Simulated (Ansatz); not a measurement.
LaLuO3:
```xyz
5
Lattice="4.1531 0.0000 0.0000 0.0000 4.1531 0.0000 0.0000 0.0000 4.1531" Properties=species:S:1:pos:R:3 pbc="T T T"
La     0.0000     0.0000     0.0000
Lu     2.0765     2.0765     2.0765
O      0.0000     2.0765     2.0765
O      2.0765     2.0765     0.0000
O      2.0765     0.0000     2.0765
```

Relaxed with LDA.

Task: Decompose the optical modes at the zone centre into irreducible representations, and say which are infrared and Raman allowed.

Result: Point group m-3m: Γ_opt = 3T1u + T2u. Infrared: T1u. Raman: none.

Task: Assign frequencies (DFPT, DFT-LDA in the program Ansatz with PAW potentials; without the LO–TO term).

Result: T2u 236i, T1u 223i, T1u 141, T1u 669 cm⁻¹.

Space group Pm-3m (cubic perovskite). A made-up cell: these elements were put on the sites of a structure type; neither database checked (COD, Materials Project) lists it. Whether it is the stable phase at ambient conditions was not checked. The LDA relaxation kept the symmetry of its start. At this level the phase is dynamically unstable (imaginary phonons). Spin–orbit coupling is left out wherever it is not named.

Potentials: the earlier of the program's two PAW sets.
